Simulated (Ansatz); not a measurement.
The numbers come from plane-wave PAW DFT (Ansatz): PBE, no spin polarisation, 420 eV, 7×7×9 Γ-centred k points, fermi-dirac occupations (width 0.1 eV). Nothing was relaxed.

Computed maps in the lattice plane spanned by a (left to right, 6.03 Å, 18 points from zero) and b (bottom to top, 6.03 Å, 18 points from zero), 60° apart, at height 0.000 along c. The fields are smooth PAW ones with compensation charges, not the true ones near nuclei.

Valence density. Digits on a logarithmic scale: 0 up to 0.03 e/Å³, each further digit a factor of 1.6, 9 from 1.3 e/Å³ up:
```
999863333443333689
999864334454433468
788764334566543346
566653334667664333
334433334677776433
333333334567576543
333333333467777643
334444433456676654
444566544444566544
345667665433444443
334677776433333333
334567576543333333
333467777643333443
533346676643335666
764334566543346788
986433445443346899
998633334433336899
999753333433335799
```

ELF. Ten even steps from '0' (0.00) to '9' (0.85):
```
228950012222100598
989971023454320179
999951035788753015
257520036876786300
001100025861168520
100000113771017731
112332112486116842
123565321258767852
124788742124788742
125876785212356532
124861168421123321
113771017731100000
002586116852000110
200368767863002575
951035788753015999
997102345432017998
289500122221005982
029920111111102992
```

The cell is LaHg3B2. Which atoms lie within 0.2 Å of this plane, and where (fractions of a and b)?

La at (0.00, 0.00), B at (0.33, 0.33), B at (0.67, 0.67). The whole cell:
```
La Hg B
1.0
     3.01676    5.22518    0.00000
    -3.01676    5.22518    0.00000
     0.00000    0.00000    3.57998
La Hg B
1 3 2
Direct
  0.00000 0.00000 0.00000
  0.50000 0.50000 0.50000
  0.50000 0.00000 0.50000
  0.00000 0.50000 0.50000
  0.33330 0.33340 0.00000
  0.66660 0.66670 0.00000
```

Origin: a known structure type with other elements, at an estimated volume, so it need not be a known compound. Caveats: f levels without a U or exact exchange are poorly placed.
